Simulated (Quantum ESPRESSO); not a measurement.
## CuAl3OsMo2Pd (one composition in several site orders)

Simulated, not a measurement. The program is pw.x of Quantum ESPRESSO 7.5 (plane-wave density functional theory). The cell is made up: eight metal atoms on a face-centred cubic lattice, with elements, volume, strain and displacements drawn at random and not relaxed, so it may be unstable or far from any real phase. PseudoDojo standard norm-conserving files set the functional (PBE unless stated); there is no spin polarisation or spin-orbit coupling, the Fermi-Dirac width of 0.25 eV means electrons at about 2900 K, and the masses in the input are unused placeholders. The copper pseudopotential is less sure than most, with forces differing by about three percent and pressure by about two GPa from a second method on plain copper. Heavy elements are run without spin-orbit coupling, which real alloys of them have. A spin test at this wide smearing found no moment, but such smearing suppresses magnetism that the real alloy may have.

The runs put one composition on the sites in different orders. Cell, positions, cutoff, mesh and smearing stay as in the input of run 1; sites are counted in its order. Stress in the tables is positive in tension.

Input of run 1:

```
&control calculation='scf', pseudo_dir='./dojo.nc.sr.pbe.v0_5.standard.upf', outdir='./o', disk_io='minimal', tprnfor=.true., tstress=.true. /
&system ibrav=0, nat=8, ntyp=5, nbnd=58, ecutwfc=92.02030273, nosym=.true., tot_charge=0,
 occupations='smearing', smearing='fd', degauss=0.0183746611
/
&electrons conv_thr=1.470e-08, electron_maxstep=70, mixing_beta=0.5 /
ATOMIC_SPECIES
Al 1.0 Al.upf
Cu 1.0 Cu.upf
Mo 1.0 Mo.upf
Os 1.0 Os.upf
Pd 1.0 Pd.upf
CELL_PARAMETERS angstrom
0.0 1.9298 1.9298
-3.8596 1.9298 -1.9298
-3.8596 -5.7893 5.7893
ATOMIC_POSITIONS angstrom
Cu 0.0158 -0.0392 0.0151
Al -3.8964 -3.8062 3.7953
Al -3.8798 -1.982 1.9601
Al -3.8563 -0.0644 -0.1624
Os -1.9921 -1.7734 3.6971
Mo -1.7831 0.0785 2.0308
Mo -1.9332 1.8287 0.0123
Pd -5.9558 -1.7816 3.9452
K_POINTS automatic
8 5 3 1 1 1
```

| run | elements on sites 1 to 8 | free energy less that of run 1 (eV) | -TS (eV) | pressure (GPa) | stress xx (GPa) | stress yy (GPa) | stress zz (GPa) | stress yz (GPa) | stress xz (GPa) | stress xy (GPa) | iterations |
| --- | --- | --- | --- | --- | --- | --- | --- | --- | --- | --- | --- |
| 1 | Cu Al Al Al Os Mo Mo Pd | 0.000 | -1.111 | 7.47 | -4.08 | -8.04 | -10.27 | -0.46 | -0.92 | -0.22 | 18 |
| 2 | Os Al Mo Cu Al Al Mo Pd | 0.541 | -1.152 | 9.22 | -7.29 | -9.00 | -11.36 | 0.51 | 2.15 | -2.30 | 18 |
| 3 | Pd Al Mo Os Mo Cu Al Al | 0.741 | -1.107 | 10.33 | -7.34 | -11.90 | -11.76 | -1.20 | -3.56 | 1.15 | 19 |
| 4 | Al Cu Os Mo Pd Mo Al Al | 1.685 | -1.102 | 13.34 | -13.74 | -14.03 | -12.26 | 1.12 | -3.85 | 3.34 | 19 |
| 5 | Al Mo Al Mo Os Cu Pd Al | 0.688 | -1.203 | 9.96 | -10.63 | -9.09 | -10.15 | -1.53 | 4.25 | -4.36 | 17 |
| 6 | Al Al Cu Mo Al Mo Os Pd | 0.083 | -1.020 | 10.49 | -5.85 | -14.58 | -11.04 | -1.39 | 3.50 | -2.13 | 19 |

Forces Fx Fy Fz (eV/Å):

| site | run 1 | run 2 | run 3 | run 4 | run 5 | run 6 |
| --- | --- | --- | --- | --- | --- | --- |
| 1 | 0.30 0.39 0.11 | -0.90 -0.02 0.92 | 0.43 1.49 -1.02 | 0.26 0.90 -0.23 | -0.87 0.38 0.13 | 1.06 1.32 -0.76 |
| 2 | 0.19 -0.35 0.50 | -0.42 -0.38 0.60 | -0.20 -0.04 0.43 | -0.36 -0.34 0.55 | 0.02 0.23 0.23 | -0.86 -0.08 0.27 |
| 3 | -1.30 1.06 -0.81 | -0.18 1.72 -1.23 | -1.21 1.86 -1.63 | -1.42 1.62 -1.34 | -0.33 1.48 -1.25 | -0.17 0.57 -0.30 |
| 4 | 1.00 -0.27 2.02 | -0.04 -0.31 1.05 | 0.54 -0.95 2.19 | 1.13 -0.90 2.10 | -0.16 -0.81 2.20 | 1.31 -0.80 1.68 |
| 5 | 0.43 -1.11 0.68 | 1.40 -1.53 1.37 | 1.60 -1.81 1.56 | 0.88 -2.80 2.26 | 0.95 -1.49 1.30 | 0.04 -1.82 1.31 |
| 6 | -2.04 0.18 -1.49 | -0.95 0.27 -0.87 | -1.54 0.28 -1.31 | -2.81 0.47 -1.35 | -1.23 0.30 -1.43 | -2.77 0.40 -0.99 |
| 7 | 0.61 0.31 -0.65 | 0.44 0.45 -0.69 | -0.18 -0.34 0.26 | 0.86 0.66 -0.82 | 0.52 0.43 -0.44 | 1.26 0.40 -0.48 |
| 8 | 0.81 -0.21 -0.36 | 0.64 -0.18 -1.14 | 0.56 -0.48 -0.48 | 1.45 0.39 -1.17 | 1.10 -0.53 -0.75 | 0.13 0.01 -0.74 |

The sites are displaced and not relaxed, so the energy differences mix bonding between neighbours with strain and are not ordering energies. A rerun of one cell of this series at a higher cutoff and on a denser mesh moved values by no more than 0.010 eV in energy, 0.05 GPa in stress and 0.013 eV/Å in force, and a second program with other atomic files agreed on that cell to 2 % rms in force and 0.5 GPa in pressure.